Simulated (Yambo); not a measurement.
Yambo run on LiBH$_{4}$ (space group Ama2, No. 40). The wavefunctions are LDA (Quantum ESPRESSO, PseudoDojo norm-conserving, 76 Ry, no spin-orbit coupling) ones on a 2×4×4 mesh (10 occupied bands); a = 6.3952 Å, b = c = 3.9636 Å, α = 90.54°, β = γ = 90.00°.

Yambo input:

```
rim_cut
gw0
dyson
el_el_corr
HF_and_locXC
ppa
em1d
RandQpts= 1000000
RandGvec= 1 Ry
EXXRLvcs= 76 Ry
VXCRLvcs= 304 Ry
Chimod= "HARTREE"
% BndsRnXp
 3 | 60 |
%
NGsBlkXp= 8 Ry
% LongDrXp
 1.0 | 1.0 | 1.0 |
%
PPAPntXp= 27.2114 eV
% GbndRnge
 1 | 60 |
%
GTermKind= "BG"
DysSolver= "n"
ExtendOut
% QPkrange
 2 | 2 | 10 | 10 |
 7 | 7 | 10 | 11 |
%
```

k points by index: 2 = (0, 0, 0.25), 7 = (0, -0.5, -0.5).

The o-*.qp file then holds:

```
#    K-point    Band    Eo [eV]    E [eV]    E-Eo [eV]    Vxc [eV]    Vnlxc [eV]    Sc|Eo [eV]    Sc|E [eV]    dSc/dw|Eo [eV]    Re(Z)    Im(Z)
#
    2    10    0.000000    -1.574719    -1.574719    -12.67072    -16.66730    2.060706    2.421862    -6.240293    0.813451    -0.001413
    7    10    -0.837654    -2.515239    -1.677585    -12.04773    -16.35484    2.234551    2.629521    -6.406060    0.809440    -0.001475
    7    11    4.973103    6.226277    1.253174    -7.465465    -3.298349    -2.708177    -2.913942    -4.467540    0.858973    -0.001151
```
(The two width columns are left out.) Convergence of these settings isn't established.

Geometry of the Materials Project entry, not relaxed at this level.

The structure is a Materials Project entry; no match was found in the copy of COD used, and its stability was not checked.
